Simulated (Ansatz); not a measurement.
ZnS:
```
CELL_PARAMETERS angstrom
      3.73838     0.00000     0.00000
     -1.86919     3.23753     0.00000
      0.00000     0.00000     6.14288
ATOMIC_POSITIONS crystal
  Zn 0.66667 0.33333 0.99954
  Zn 0.33333 0.66667 0.49954
  S  0.66667 0.33333 0.62566
  S  0.33333 0.66667 0.12566
```

Relaxed with LDA. Special points in fractions of this cell's reciprocal vectors: Γ (0.000, 0.000, 0.000); M (0.500, 0.000, 0.000); K (0.333, 0.333, 0.000); A (0.000, 0.000, 0.500); L (0.500, 0.000, 0.500); H (0.333, 0.333, 0.500).

### Question
List the band energies nearest the valence-band maximum at these points for the program Ansatz at the LDA level (PAW).

### Answer
In eV from the valence-band maximum; about four levels below and three above (degenerate sets whole), none deeper than 8.9 eV; points with the same levels are listed once.

```
k                        below                          above
-  ---------------------------  -----------------------------
Γ  -0.99 -0.99 -0.10 0.00 0.00            2.19 2.99 6.09 6.09
M      -3.61 -2.47 -1.91 -0.98                 3.40 4.19 4.87
K      -4.26 -2.58 -2.58 -2.32                 3.86 6.00 6.00
A      -0.52 -0.52 -0.52 -0.52  3.50 3.50 6.57 6.57 6.57 6.57
L      -1.81 -1.81 -1.79 -1.79            3.32 3.32 5.00 5.00
H      -3.38 -3.38 -1.51 -1.51            4.36 4.36 6.09 6.09
```

Space group P6_3mc (wurtzite). The LDA relaxation kept the symmetry of its start; phonons on a q-mesh show no instability.

Potentials: the later of the program's two PAW sets.
